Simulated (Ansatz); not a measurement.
## K2Pt: energy along a strain

K2Pt, Fm-3m, a = 7.563 Å (as given, not relaxed at this level: -0.5 GPa). The structure is a Materials Project entry; whether it is the stable form wasn't checked. Ansatz: PBEsol, PAW, 420 eV, Γ-centred 6×6×6 mesh on 3 atoms, Gaussian smearing 0.05 eV; no spin polarisation. Cell vectors (Å): 0.000 3.781 3.781; 3.781 0.000 3.781; 3.781 3.781 0.000. The cell is strained by x per cent times the pattern (0 0 0 0 1 0) in the order xx yy zz yz xz xy (engineering shears), with fractional coordinates held. y is the free energy over the start, V0 = 36.049 Å³/atom. Symmetry makes y even in x. Points with a strain past 8.5 % were computed too (2) and aren't used here.

| x (%) | y (meV/atom) |
| --- | --- |
| -5.00 | 2.14 |
| 0.00 | 0.00 |
| 1.25 | 0.13 |
| 2.50 | 0.53 |
| 3.75 | 1.20 |
| 6.25 | 3.34 |
| 7.50 | ? |

Question: Fit y = c2 x² + c4 x⁴ to the other rows, get the stiffness along the pattern, and predict the missing energy.

Answer: Least squares on the rows shown. y = 0.08532 x² + 5.425×10⁻⁶ x⁴. The clamped-ion stiffness p·C·p = 2 × 0.8532 eV × 160.2 / 36.049 Å³ = 7.6 GPa, which is C55 in these axes (C44 of the cubic crystal) (second derivative at the start, which stands under stress). At x = 7.50 the fit asked for gives 4.82 meV/atom. The run gave 4.83 meV/atom, so the fit is 0.01 meV/atom too low, a small miss on the scale of the series.

Spin–orbit coupling is left out, which can shift energies with elements as heavy as these.